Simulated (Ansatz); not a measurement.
This run works on a generated trial structure, not on a known crystal.

Input and command of a plane-wave DFT calculation in Ansatz:

```yaml
crystal:
  lattice:
    - [2.7569743678, -0.0008634129, 0.012335583]
    - [-1.3792349213, 2.3484171397, -0.0336221019]
    - [0.0993949465, -0.255437428, 22.7160022071]
  atoms:
    - { symbol: Ir, position: [1.0043506447, 1.0155864841, 0.0026926868] }
    - { symbol: Ir, position: [0.3782967467, 0.6970406843, 0.2984167918] }
    - { symbol: Ir, position: [0.2981162845, 0.623851577, 0.5025545273] }
    - { symbol: Ir, position: [0.3362929656, 0.6448069013, 0.7012949953] }
    - { symbol: Rh, position: [0.9804661114, 1.0281596049, 0.7973425108] }
    - { symbol: Rh, position: [0.989927674, 0.9824149679, 0.196730244] }
    - { symbol: Rh, position: [1.008913732, 1.0030179074, 0.3964413152] }
    - { symbol: Rh, position: [1.000757547, 1.002795241, 0.6007828749] }
    - { symbol: Rh, position: [0.3172333353, 0.6722114184, 0.9014992807] }
    - { symbol: Rh, position: [0.3523116254, 0.663448547, 0.102244773] }
basis:
  ecutwfc: 420
kpoints:
  mp_grid: { grid: [12, 12, 1] }
hamiltonian:
  xc: pbe
scf:
  occupations: { method: gaussian, width: 0.2 }
  lower_state_search: "off"
output:
  forces: true
  stress: true
  eigenvalues: true
relax:
  adjacent_minimum: "off"
  f_tol: 0.025
  max_steps: 60
  cell: { stress_tol: 0.25 }
```

```bash
ansatz run input.yaml --threads 4 --pin off --max-ram 8192MiB --backend cpu --events-out ev --progress --plain --runs-dir out
```

Processor: Intel(R) Xeon(R) Platinum 8488C (Sapphire Rapids), 4 threads, on a host shared with other jobs.

Problem. Estimate time, memory and problem size.

Solution. About 2.4 min, peak memory 1.2 GiB. It solves 102 bands at 74 k points (after reduction by symmetry) with about 2815 plane waves (on the last cell), in 41 SCF iterations over 6 ionic steps.
